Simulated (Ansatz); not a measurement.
## Putting Mg into TaTiTe$_{4}$

The calculation used DFT r2SCAN, scalar-relativistic, plane waves, PAW (Ansatz).

Cutoff 500 eV; k points 12×12×2 on the computed 6-atom cell (Γ-centred); Gaussian smearing, width 0.10 eV; no spin polarisation for the host; each changed cell takes a mesh and smearing chosen by its own gap and starts from the host's moments or customary ones, or runs without spin. Cells and atoms are relaxed to the nearest stationary point that keeps the symmetry of their start (forces under 0.02 to 0.04 eV/Å, stress under 0.1 to 0.2 GPa); energies are at zero smearing, without zero-point or thermal terms.

Relaxed host (gap on the mesh 0 eV):

```
CELL_PARAMETERS angstrom
3.76011 0.00000 0.00000
-1.88006 3.25635 0.00000
0.00000 0.00000 14.11854
ATOMIC_POSITIONS crystal
Ti 0.00000 0.00000 0.50000
Ta 0.00000 0.00000 0.00000
Te 0.66667 0.33333 0.87419
Te 0.66667 0.33333 0.37845
Te 0.33333 0.66667 0.62155
Te 0.33333 0.66667 0.12581
```

Cases: (1) 2 Mg in a 1×1×1 repeat of the cell, at (0.000 0.000 0.750), (0.000 0.000 0.250) in fractions of that repeat, 2.79 Å from the nearest atom of the relaxed host.

Give the energy per Mg taken from Mg metal (negative: uptake is favourable), the mean voltage, the swelling and the final surroundings.

```
case formula energy per Mg (eV) mean voltage (V)  ΔV (%) principal strains (%) nearest host atoms of the first Mg gap (eV)
   1  Mg2TaTiTe4               -0.04              0.02   +12.1       +10.1 +10.1 -7.6              8 (TaTeTi) from 2.91 Å         0
```

Each ion keeps what symmetry its start has, so a lower place off a symmetric site can be missed, above all for H.

Voltages count 2 electrons per Mg and hold for the ions inside the host, not for its break-up into other phases.

Relaxed structure of case 1:

```
CELL_PARAMETERS angstrom
4.14176 0.00000 0.00000
-2.07088 3.58687 0.00000
0.00000 0.00000 13.03887
ATOMIC_POSITIONS crystal
Ti 0.00000 0.00000 0.50000
Ta 0.00000 0.00000 0.00000
Te 0.66667 0.33333 0.88006
Te 0.66667 0.33333 0.37904
Te 0.33333 0.66667 0.62096
Te 0.33333 0.66667 0.11994
Mg 0.00000 0.00000 0.74826
Mg 0.00000 0.00000 0.25174
```

Spin-orbit coupling is left out. Each cell of TaTiTe4 holds layers, and r2SCAN describes their binding at middle range but leaves out its long-range dispersion part. Spin polarisation was left out, and a magnetic state may lie lower.

Cost: 2 runs of about 20 core-minutes in all, on Intel Xeon Processor @ 2.50GHz (Skylake/Cascade Lake) (shared hosts).